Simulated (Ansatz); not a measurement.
A plane-wave DFT run in Ansatz 0.2.0 (scalar-relativistic PAW potentials unless the input names others): input and command.

```yaml
crystal:
  lattice:
    - [4.8438851154, 0.0, 0.0]
    - [0.0, 4.8438851154, 0.0]
    - [0.0, 0.0, 4.8438851154]
  atoms:
    - { symbol: Tl, position: [0.0, 0.0, 0.0] }
    - { symbol: Sn, position: [0.0, 0.5, 0.5] }
    - { symbol: Sn, position: [0.5, 0.0, 0.5] }
    - { symbol: Sn, position: [0.5, 0.5, 0.0] }
basis:
  ecutwfc: 500
kpoints:
  mp_grid: { grid: [10, 10, 10] }
hamiltonian:
  xc: r2scan
scf:
  occupations: { method: gaussian, width: 0.1 }
  lower_state_search: full
output:
  forces: true
  eigenvalues: true
  stress: true
relax:
  adjacent_minimum: "off"
  f_tol: 0.01
  max_steps: 80
  cell: { stress_tol: 0.05 }
```

```bash
ansatz run input.yaml --threads 1 --pin off --max-ram 3072MiB --backend cpu --events-out ev --progress --plain --runs-dir out
```

Abridged log:
```
the run goes by scf.lower_state_search full: where its kind and settings allow, a search for a lower-energy state can add stability tests and further SCF calculations, which can take many times as long as the SCF (see the manual's entry of the key); standard usually adds fewer, off none
Pseudopotentials: kind: paw
Pseudopotential: Tl, paw, valence charge 13, recommended cutoff 500 eV (meta_gga)
Pseudopotential: Sn, paw, valence charge 14, recommended cutoff 500 eV (meta_gga)
Functional definition: r2SCAN
Crystal: 4 atoms, lattice volume = 113.653 Å³
Basis set: ecut = 500 eV, 2897 PW (Γ), exchange–correlation on 144×144×144 points (64 copies of the dense FFT grid, shifted against one another)
Bands: 33, of which v1, the nominal top of the filled ones, is band 28 counted from 1 (27 counted from 0)
Symmetry: 48 space group operations
Space group: Pm-3m (ITA 221), of the structure as read, at distance tolerance 4.8e-5 Å
k-points: 56 of 1000
Initial density: superposition of atomic densities (neutral atoms: chi_scale 0, normalization atom), corrected by the library's trained network
Initial wavefunctions: pseudopotential atomic-orbital guess
Functional: x = r2scan, c = r2scan; τ floored in thin density (d = 2e-4 eV/Å³)
SCF iter   1: F=-29573.705632 eV  HF=-29573.704952 eV  |F-HF|=6.79e-4  |Δ(HF+E_count)|=         —  Δρ=6.24e-3  dr2=3.00e-2  dr2_τ=7.43e-3  ethr=1.77e-3  ⟨swp⟩=7.5  Hψ=8524  notcnv=0
SCF iter   2: F=-29573.715399 eV  HF=-29573.716098 eV  |F-HF|=6.99e-4  |Δ(HF+E_count)|=   1.11e-2  Δρ=2.77e-3  dr2=6.54e-3  dr2_τ=4.12e-4  ethr=5.45e-5  ⟨swp⟩=2.0  Hψ=3351  notcnv=0  defer=18
SCF iter   3: F=-29573.717354 eV  HF=-29573.716880 eV  |F-HF|=4.74e-4  |Δ(HF+E_count)|=   7.82e-4  Δρ=7.44e-4  dr2=7.78e-4  dr2_τ=9.72e-6  ethr=1.19e-5  ⟨swp⟩=2.0  Hψ=2721  notcnv=0  defer=18
SCF iter   4: F=-29573.717532 eV  HF=-29573.717480 eV  |F-HF|=5.22e-5  |Δ(HF+E_count)|=   6.00e-4  Δρ=3.03e-4  dr2=1.38e-4  dr2_τ=1.82e-6  ethr=1.41e-6  ⟨swp⟩=3.0  Hψ=3611  notcnv=0  defer=19
SCF iter   5: F=-29573.717561 eV  HF=-29573.717557 eV  |F-HF|=4.24e-6  |Δ(HF+E_count)|=   7.69e-5  Δρ=1.06e-4  dr2=2.17e-5  dr2_τ=2.37e-7  ethr=2.51e-7  ⟨swp⟩=2.1  Hψ=2499  notcnv=0  defer=19
SCF iter   6: F=-29573.717566 eV  HF=-29573.717566 eV  |F-HF|=2.01e-7  |Δ(HF+E_count)|=   8.80e-6  Δρ=2.81e-5  dr2=5.61e-7  dr2_τ=5.63e-8  ethr=3.94e-8  ⟨swp⟩=2.0  Hψ=2382  notcnv=0  defer=19
SCF iter   7: F=-29573.717566 eV  HF=-29573.717566 eV  |F-HF|=4.00e-8  |Δ(HF+E_count)|=   3.64e-7  Δρ=6.11e-6  dr2=4.98e-8  dr2_τ=2.05e-9  ethr=1.82e-10  ⟨swp⟩=9.6  Hψ=8571  notcnv=0
SCF 1 converged in 7 iterations: F = -29573.717566 eV  dr2 = 4.98e-8
relax step   1: F+E_penalty+E_count = -29573.71756611 eV  Δ(F+E_penalty+E_count) = +0.000e0 eV  max|allowed force component| = 5.108e-29 eV/Å  Δτ_max = 0.0000 Å  P = -0.616 GPa  Ω = 113.653 Å³  (7 SCF iters, dr2 threshold 1.00e-7 eV, accepted)
Crystal: 4 atoms, lattice volume = 111.838 Å³
Initial density: handed on by an earlier stage of this run
Initial wavefunctions: those handed on with the density
SCF iter   1: F=-29573.720148 eV  HF=-29573.706907 eV  |F-HF|=1.32e-2  |Δ(HF+E_count)|=         —  Δρ=2.74e-4  dr2=1.46e-4  dr2_τ=3.72e-3  ethr=6.00e-7  ⟨swp⟩=3.0  Hψ=10136  notcnv=0
   ...
SCF iter   2: F=-29573.720596 eV  HF=-29573.720596 eV  |F-HF|=2.21e-7  |Δ(HF+E_count)|=   3.62e-4  Δρ=2.42e-5  dr2=4.88e-7  dr2_τ=2.61e-8  ethr=6.11e-9  ⟨swp⟩=2.8  Hψ=3493  notcnv=0
SCF iter   3: F=-29573.720596 eV  HF=-29573.720596 eV  |F-HF|=7.11e-8  |Δ(HF+E_count)|=   2.14e-7  Δρ=1.52e-5  dr2=1.99e-7  dr2_τ=4.24e-9  ethr=8.87e-10  ⟨swp⟩=2.3  Hψ=2155  notcnv=0
SCF iter   4: F=-29573.720596 eV  HF=-29573.720596 eV  |F-HF|=6.89e-9  |Δ(HF+E_count)|=   9.20e-8  Δρ=2.27e-6  dr2=6.88e-9  dr2_τ=2.03e-10  ethr=6.32e-11  ⟨swp⟩=4.4  Hψ=8503  notcnv=0
SCF 3 converged in 4 iterations: F = -29573.720596 eV  dr2 = 6.88e-9
relax step   3: F+E_penalty+E_count = -29573.72059590 eV  Δ(F+E_penalty+E_count) = -9.492e-5 eV  max|allowed force component| = 1.775e-29 eV/Å  Δτ_max = 0.0000 Å  P = -0.003 GPa  Ω = 112.126 Å³  energy of the carried Pulay correction = +4.287e-5 eV  (4 SCF iters, dr2 threshold 3.48e-8 eV, accepted)
Initial wavefunctions: pseudopotential atomic-orbital guess (no wavefunctions were taken with the density)
SCF iter   1: F=-29573.720554 eV  HF=-29573.720554 eV  |F-HF|=2.98e-8  |Δ(HF+E_count)|=         —  Δρ=4.43e-6  dr2=8.14e-9  dr2_τ=1.86e-8  ethr=1.22e-7  ⟨swp⟩=3.3  Hψ=13299  notcnv=0
SCF iter   2: F=-29573.720555 eV  HF=-29573.720555 eV  |F-HF|=5.82e-9  |Δ(HF+E_count)|=   1.02e-6  Δρ=2.62e-6  dr2=4.48e-9  dr2_τ=2.67e-10  ethr=1.48e-11  ⟨swp⟩=3.4  Hψ=4766  notcnv=0
SCF iter   3: F=-29573.720555 eV  HF=-29573.720555 eV  |F-HF|=9.46e-11  |Δ(HF+E_count)|=   7.19e-9  Δρ=1.18e-6  dr2=1.07e-9  dr2_τ=5.97e-11  ethr=8.15e-12  ⟨swp⟩=2.0  Hψ=3392  notcnv=0
SCF iter   4: F=-29573.720555 eV  HF=-29573.720555 eV  |F-HF|=2.91e-11  |Δ(HF+E_count)|=  4.15e-10  Δρ=7.50e-7  dr2=3.80e-10  dr2_τ=7.78e-12  ethr=1.94e-12  ⟨swp⟩=2.0  Hψ=2272  notcnv=0
SCF iter   5: F=-29573.720555 eV  HF=-29573.720555 eV  |F-HF|=2.91e-11  |Δ(HF+E_count)|=  1.67e-10  Δρ=1.19e-7  dr2=1.12e-11  dr2_τ=1.54e-12  ethr=1.00e-12  ⟨swp⟩=4.0  Hψ=8052  notcnv=0
SCF 4 converged in 5 iterations: F = -29573.720555 eV  dr2 = 1.12e-11
SCF converged after 5 iterations
Free energy (F): -29573.720555 eV
Harris-Foulkes:  -29573.720555 eV  (|F-HF|=2.91e-11)
Internal energy: -29573.715219 eV  (E = F + TS)
E sigma→0 (E₀):  -29573.717887 eV
Entropy (-TS):   -0.005336 eV (-1.334 meV/atom)
Fermi energy:    10.437662 eV
--- Forces (eV/Å), atoms counted from 1 ---
  atom   1  Tl     0.00000000     0.00000000     0.00000000
  atom   2  Sn     0.00000000     0.00000000     0.00000000
  atom   3  Sn     0.00000000     0.00000000     0.00000000
  atom   4  Sn     0.00000000     0.00000000     0.00000000
--- Stress (GPa, compression-positive) ---
       -0.003563       0.000000       0.000000
        0.000000      -0.003563       0.000000
        0.000000       0.000000      -0.003563
  P = ⅓ Tr σ = -0.0036 GPa (-0.036 kbar)
--- Relaxed structure (3 steps of the walk, 3 accepted, 1 SCFs on fresh bases) ---
  F+E_penalty+E_count = -29573.72055545 eV   max|allowed force component| = 2.102e-29 eV/Å   (the final SCF, on the basis selected at the relaxed cell)
  cell:  # Å, volume = 112.1259 Å³
    - [4.82209021, 0.0, 0.0]
    - [0.0, 4.82209021, 0.0]
    - [0.0, 0.0, 4.82209021]
  atoms:
    - { symbol: Tl, position: [0.0, 0.0, 0.0] }
    - { symbol: Sn, position: [0.0, 0.5, 0.5] }
    - { symbol: Sn, position: [0.5, 0.0, 0.5] }
    - { symbol: Sn, position: [0.5, 0.5, 0.0] }
```

Apart from outputs and empty bands, the input differs from a reference run on usual settings in scf.lower_state_search: not typed → "full". The reference, at the same start, ended its own course with a relaxed volume of 28.03 Å³/atom, pressure 0.00 GPa, largest force 0.000 eV/Å, no gap on the mesh. This run converged in 21 SCF iterations over all its steps (reference: 21) with an energy at zero smearing within 0.01 meV/atom of the reference's, a relaxed volume of 28.03 Å³/atom, pressure 0.00 GPa, largest force 0.000 eV/Å, no gap on the mesh.

It took 100 s on 1 thread of Arm Neoverse V1, with other jobs on the host, peak memory 0.69 GiB.